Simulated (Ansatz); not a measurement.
# CuSe2: do energies and stresses tell the same story?

Theory: DFT PBEsol, scalar-relativistic, plane waves, PAW in Ansatz.

Plane waves to 420 eV, a k mesh through Γ of 8×6×10 on the computed 6-atom cell and Gaussian smearing (0.10 eV); no spin polarisation.

Relaxed cell: Pnnm, a = 4.977 Å, b = 6.097 Å, c = 3.719 Å, α = 90.00°, β = 90.00°, γ = 90.00°, 6 atoms in the primitive cell.

Energies at zero smearing and pressures from the stress tensor, at volumes with shape and atoms relaxed:
```
V (Å³/atom) E − E(first) (meV/atom) P (GPa)
     17.677                     0.00     5.74
     18.241                   -14.48     2.62
     18.805                   -18.91     0.01
     19.369                   -14.95    -2.17
     19.933                    -3.97    -3.98
```

Task: Check P = −dE/dV between neighbouring volumes, and get the bulk modulus from the pressures alone.

Result: With 1 eV/Å³ = 160.2 GPa:
```
middle V (Å³/atom)  −ΔE/ΔV (GPa) mean P (GPa)
            17.959         4.112         4.182
            18.523         1.259         1.319
            19.087        -1.126        -1.077
            19.651        -3.118        -3.076
```

The two differ by 0.07 GPa at most. The mean of two end pressures misses the average over a step by about ΔV² P″/12, up to 0.05 GPa here; with that taken off 0.02 GPa remains. Around V = 18.805 Å³/atom, the two neighbours give B = −V ΔP/ΔV = 18.805 × 4.79 / 1.128 = 79.9 GPa, against B0 = 79.3 GPa from the Birch–Murnaghan fit of the energies.

A ferromagnetic start lost its moments in a first run, so spin was left out; other magnetic orders weren't tried.